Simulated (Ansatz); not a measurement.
A structure of SnTe relaxed with PBEsol (plane waves to 420 eV, PAW, scalar-relativistic; Ansatz, a quantum-chemistry and plane-wave program); single points at other levels follow on the same geometry (Ansatz, PAW; PBEsol+SOC at 420 eV on a 13×13×13 k-mesh; spin-orbit coupling only where +SOC is written). Space group Fm-3m (No. 225).

```
SnTe
1.0
    0.00000     3.14474     3.14474
    3.14474     0.00000     3.14474
    3.14474     3.14474     0.00000
Te Sn
1 1
Direct
  0.00000   0.00000   0.00000
  0.50000   0.50000   0.50000
```

```json
[
 {"level": "PBEsol", "gap (eV)": "0.16", "kind": "direct", "conduction minimum": "11 % of the way from L to W"},
 {"level": "PBEsol+SOC", "gap (eV)": "[?]", "kind": "[?]", "conduction minimum": "[?]"}
]
```

Task: Complete the blanks.

Result: 
- PBEsol+SOC, gap (eV): 0.26
- PBEsol+SOC, kind: indirect
- PBEsol+SOC, conduction minimum: 11 % of the way from L to W

The shift from spin-orbit coupling is approximate. No spin polarisation in the result.

Measured for SnTe: a 6.316 Å (room temperature; as listed in Ayanesh Maiti et al., Applied Physics Letters (2022)); gap 0.18 eV (room temperature; as listed in DAVID J. SINGH, Functional Materials Letters (2010)). Computed minus measured — a: PBEsol -0.4 %; gap: PBEsol -0.02 eV, PBEsol, with spin-orbit coupling +0.08 eV. The computed values are for a static lattice, and a measured gap can be an optical one, lowered by exciton binding.

The run could not lose the symmetry of its start.

All atoms sit on sites fixed by symmetry, so only the cell could relax.
